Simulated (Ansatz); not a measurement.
Cs:
```cif
data_Cs
_chemical_formula_sum 'Cs1'
_space_group_name_H-M_alt 'P 1'
_space_group_IT_number 1
_cell_length_a 5.35260
_cell_length_b 5.35260
_cell_length_c 5.35260
_cell_angle_alpha 60.000
_cell_angle_beta 60.000
_cell_angle_gamma 60.000
loop_
_space_group_symop_operation_xyz
  'x, y, z'
loop_
_atom_site_label
_atom_site_type_symbol
_atom_site_fract_x
_atom_site_fract_y
_atom_site_fract_z
_atom_site_occupancy
Cs1 Cs 0.00000 0.00000 0.00000 1
```

Relaxed with PBEsol.

Q: Which orbitals make up the states near the Fermi level in DFT-PBEsol in the program Ansatz with PAW potentials?

A: Within 0.5 eV of the Fermi level: Cs 6s 84 %, outside the projected shells 14 %. Projections are on Löwdin-orthogonalised atomic valence shells; empty p or d shells of many metals are not among them.

Q: Tabulate the density of states.

A: States/eV per cell of 1 atom, in 0.25 eV bins, energy from the Fermi level.

```csv
E (eV),total,Cs 6s,Cs 5p
-7.85,0.00,0.00,0.00
-7.60,0.00,0.00,0.00
-7.35,0.00,0.00,0.00
-7.10,0.00,0.00,0.00
-6.85,0.00,0.00,0.00
-6.60,0.00,0.00,0.00
-6.35,0.00,0.00,0.00
-6.10,0.00,0.00,0.00
-5.85,0.00,0.00,0.00
-5.60,0.00,0.00,0.00
-5.35,0.00,0.00,0.00
-5.10,0.00,0.00,0.00
-4.85,0.00,0.00,0.00
-4.60,0.00,0.00,0.00
-4.35,0.00,0.00,0.00
-4.10,0.00,0.00,0.00
-3.85,0.00,0.00,0.00
-3.60,0.00,0.00,0.00
-3.35,0.00,0.00,0.00
-3.10,0.00,0.00,0.00
-2.85,0.00,0.00,0.00
-2.60,0.00,0.00,0.00
-2.35,0.00,0.00,0.00
-2.10,0.00,0.00,0.00
-1.85,0.00,0.00,0.00
-1.60,0.15,0.14,0.00
-1.35,0.29,0.28,0.00
-1.10,0.41,0.40,0.01
-0.85,0.53,0.51,0.01
-0.60,0.67,0.64,0.02
-0.35,0.85,0.80,0.02
-0.10,1.17,1.07,0.02
0.15,1.43,1.22,0.02
0.40,1.44,1.02,0.01
0.65,1.05,0.38,0.00
0.90,2.43,0.27,0.00
1.15,3.19,0.12,0.00
1.40,3.79,0.06,0.00
1.65,2.40,0.03,0.00
1.90,1.64,0.01,0.00
2.15,1.29,0.01,0.00
2.40,1.74,0.09,0.00
2.65,4.29,0.11,0.00
2.90,2.37,0.05,0.00
3.15,1.74,0.02,0.00
3.40,1.81,0.04,0.00
3.65,3.46,0.10,0.00
3.90,2.32,0.05,0.00
4.15,2.12,0.04,0.00
4.40,3.59,0.04,0.00
4.65,4.09,0.08,0.00
```

Space group Fm-3m (fcc (Cu type)). The first step of the workflow began from a Materials Project structure, measured or hypothetical; the Crystallography Open Database files this formula in space group No. 225, but the cells were not matched. It is not the phase usual at ambient conditions (space group No. 229). Symmetry was held in the PBEsol relaxation; its stability against distortions is not shown here. Spin–orbit coupling is left out wherever it is not named.

Potentials: the later of the program's two PAW sets.
